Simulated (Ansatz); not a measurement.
Method: DFT PBE, scalar-relativistic, plane waves, PAW, and for the lanthanide a 4f-in-core norm-conserving potential (Ansatz 0.2.0). Settings: cutoff 690 eV, Γ-centred meshes spaced at most about 0.3 Å⁻¹, and about 0.25 Å⁻¹ or finer for metals (2π included), Gaussian smearing. No spin polarisation in the final relaxations.

Temperature and zero-point effects are left out. All come from trial cells, and lower structures may exist.

**Question.** Order these relaxed structures of SmF by energy, lowest first, with the energy over the lowest of them.
1.

```xyz
2
Lattice="0.0000 2.6125 2.6125 2.6125 0.0000 2.6125 2.6125 2.6125 0.0000" Properties=species:S:1:pos:R:3 pbc="T T T"
Sm    0.0000    0.0000    0.0000
F     2.6125    2.6125    2.6125
```

2.

```xyz
2
Lattice="1.5382 -3.5051 0.0000 1.5382 3.5051 0.0000 0.0000 0.0000 3.9287" Properties=species:S:1:pos:R:3 pbc="T T T"
Sm    0.0000    0.0000    1.9643
F     1.5382    0.0000    0.0000
```

3.

```xyz
2
Lattice="3.3742 0.0000 0.0000 -1.6871 2.9222 0.0000 0.0000 0.0000 3.8508" Properties=species:S:1:pos:R:3 pbc="T T T"
Sm    1.6871    0.9741    1.9254
F     0.0000    1.9481    0.0000
```

4.

```xyz
2
Lattice="3.7667 0.0000 0.0000 -1.8834 3.2621 0.0000 0.0000 0.0000 4.4648" Properties=species:S:1:pos:R:3 pbc="T T T"
Sm    0.0000    0.0000    2.2324
F     0.0000    0.0000    0.0000
```

**Answer.** 4 (0 meV/atom), 2 (114 meV/atom), 1 (251 meV/atom), 3 (310 meV/atom). Forms: 4 P6/mmm; 2 Cmmm; 1 rock salt type, Fm-3m; 3 tungsten carbide type, P-6m2. Counting F atoms around Sm (those within 1.25 times the shortest such distance or 1.15 times the sum of covalent radii, 1.27 where that leaves under three): cell 4 has Sm 2; cell 2 has Sm 4; cell 1 has Sm 6; cell 3 has Sm 6.

Cells relaxed within their symmetry can be saddle points. Some structure types and database cells were kept out of the candidates from the start, so a known form may be missing.

The lanthanide is trivalent by construction, without f bands, f moments or other valences.
